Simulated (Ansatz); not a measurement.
Cd₃AsI₃:
```
Cd3AsI3
1.0
    7.45986     0.00000     0.00000
    0.00000     4.56182     0.00000
   -0.01827     0.00000     7.83765
Cd As I
3 1 3
Direct
  0.60290   0.50000   0.86008
  0.03729   0.00000   0.69300
  0.07632   0.50000   0.11598
  0.94354   0.50000   0.81477
  0.94402   0.00000   0.32079
  0.44054   0.00000   0.67412
  0.44738   0.50000   0.18795
```

Relaxed with r²SCAN.

Give the Bader charges and basin volumes of the independent atoms, DFT-r²SCAN in the program Ansatz with PAW potentials.



```tsv
atom	Bader charge (e)	Bader volume (Å³)
Cd1	+0.73	24.6
Cd2	+0.66	24.6
Cd3	+0.70	24.4
As4	-0.71	34.1
I5	-0.47	51.1
I6	-0.47	50.9
I7	-0.43	53.4
```

Space group Pm. The workflow started from a Materials Project entry (that database holds measured and hypothetical structures alike); the Crystallography Open Database copy checked does not list it. Its standing as an ambient phase is unchecked. The r²SCAN relaxation kept the symmetry of its start; whether a distortion lowers the energy is not shown. Spin–orbit coupling is left out wherever it is not named.

Potentials: the later of the program's two PAW sets.
